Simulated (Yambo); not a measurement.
CaCd₂P₂ (space group P-3m1, No. 164), G0W0@LDA (Yambo, plasmon pole, terminator in G, 3×3×2 mesh): gap Γ → Γ in eV by bands and screening block.

```csv
bands (W and G),2 Ry,3 Ry,5 Ry,6 Ry,8 Ry
58,1.40,1.45,1.51,1.52,1.52
86,1.30,1.37,1.46,1.46,1.47
123,1.26,1.33,1.42,1.43,(withheld)
170,1.24,1.30,(withheld),1.42,1.43
217,(withheld),1.30,1.40,1.42,1.43
```

Q: Estimate the withheld gaps from their neighbours; the computed values follow.

A: 
- 123, 8 Ry: 1.44
- 170, 5 Ry: 1.41
- 217, 2 Ry: 1.23

The largest settings aren't shown to be the converged limit.

Spin-orbit coupling is not included.

Geometry of the Materials Project entry, not relaxed at this level; primitive cell a = 4.292 Å, b = 4.292 Å, c = 7.055 Å, α = 90.00°, β = 90.00°, γ = 120.00°.
